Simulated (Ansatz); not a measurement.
## In3Se: clamped-ion strain scan

Method: Ansatz, DFT PBEsol+D3(BJ), scalar-relativistic, plane waves, PAW. Settings: plane waves to 420 eV, k-mesh 10×10×10 (Γ-centred), Gaussian smearing 0.15 eV. No spin polarisation. Energies are free energies at this smearing, counted from the undisturbed cell; pressure is positive in compression.

The undisturbed cell (relaxed at this level; it needn't be the usual structure):

```yaml
crystal:
  lattice:
    - [4.58785, 0.00000, 0.00000]
    - [0.00000, 4.58785, 0.00000]
    - [0.00000, 0.00000, 4.58785]
  atoms:
    - { symbol: In, position: [0.00000, 0.50000, 0.50000] }
    - { symbol: In, position: [0.50000, 0.00000, 0.50000] }
    - { symbol: In, position: [0.50000, 0.50000, 0.00000] }
    - { symbol: Se, position: [0.00000, 0.00000, 0.00000] }
```

The cell is strained by ε times the Voigt pattern (1, 0, 0, 0, 0, 0) (xx, yy, zz, yz, xz, xy; engineering shear) with fractional coordinates fixed. The cell is metallic on the mesh throughout.

```
      ε  ΔE (meV/atom)
-0.0600           15.4
-0.0450            8.4
-0.0300            3.5
-0.0150            0.8
 0.0000            0.0
 0.0150            0.8
 0.0300            3.3
 0.0450            7.4
 0.0525           10.0
 0.0600           13.0
```

**Question.** Predict the stress summed along the pattern (GPa, tension positive) at each point.

**Answer.**
```
      ε  stress summed along the pattern (GPa, tension positive)
-0.0600                                                    -3.59
-0.0450                                                    -2.61
-0.0300                                                    -1.65
-0.0150                                                    -0.77
 0.0000                                                     0.01
 0.0150                                                     0.73
 0.0300                                                     1.44
 0.0450                                                     2.16
 0.0525                                                     2.52
 0.0600                                                     2.87
```

Cost: 10 runs of about 1.8 core-minutes in all, on Intel Xeon 6975P-C (Granite Rapids) (shared hosts).